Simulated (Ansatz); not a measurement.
V3Au (Cu3Au type, Pm-3m), PBEsol (plane waves, PAW; program Ansatz), all energies at zero smearing, with the estimated change up to a 700 eV cutoff added, with one set of potentials and settings (totals compare only within such a set). Cell of 4 atoms (3 V, 1 Au): -21662.854 eV.

| element | reference phase | E (eV/atom) |
|---|---|---|
| V | Im-3m, 1 atoms in the cell | -2885.2930 |
| Au | Fm-3m, 1 atoms in the cell | -13007.0999 |

Formation energy per atom, worked out: (-21662.854 − 3×(-2885.2930) − 1×(-13007.0999))/4 = 0.031 eV/atom (3 kJ per mol of atoms), at 0 K, without zero-point energy or fitted corrections.

The workflow started from an entry of the Crystallography Open Database (COD). Its standing as an ambient phase is unchecked. The cell was relaxed with PBEsol under the symmetry of its start; of distortions, only those at the zone centre were tested. The workflow began spin-polarised and lost its moments. The references are the lowest solids computed at this level, not always the standard phases. Spin–orbit coupling is left out wherever it is not named.

Potentials: the later of the program's two PAW sets.
